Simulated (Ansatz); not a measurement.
## HgPt: strain energy, fitted

HgPt, P4/mmm, a = 2.977 Å, c = 3.872 Å. The structure is a COD entry; whether it is the stable form wasn't checked. Ansatz: PBEsol, PAW, 420 eV, Γ-centred 14×14×12 mesh on 2 atoms, Gaussian smearing 0.10 eV; no spin polarisation. Series: uniaxial strain along c, with a, b and atoms relaxed; x is the strain in per cent. y is the free energy over the unstrained cell, V0 = 17.158 Å³/atom.

```
x (%) y (meV/atom)
 -3.0          4.14
 -2.0             ?
 -1.0          0.45
  0.0          0.00
  1.0          0.45
  2.0          1.77
  3.0          3.89
```

Fit y = c2 x² + c3 x³ to the other rows, turn c2 into a modulus, and predict the missing energy.

Least squares on the rows shown. y = 0.4466 x² − 0.004516 x³. In eV per unit strain² c2 is 4.466; this is Young's modulus along the axis (E = ½ Y V0 ε²): 2 × 4.466 × 160.2 / (17.158) = 83 GPa. At x = -2.0 the fit asked for gives 1.82 meV/atom. The run gave 1.83 meV/atom, so the fit is 0.01 meV/atom too low, within the rms miss on the fitted rows (0.01 meV/atom).

Spin–orbit coupling is left out, which can shift energies with elements as heavy as these.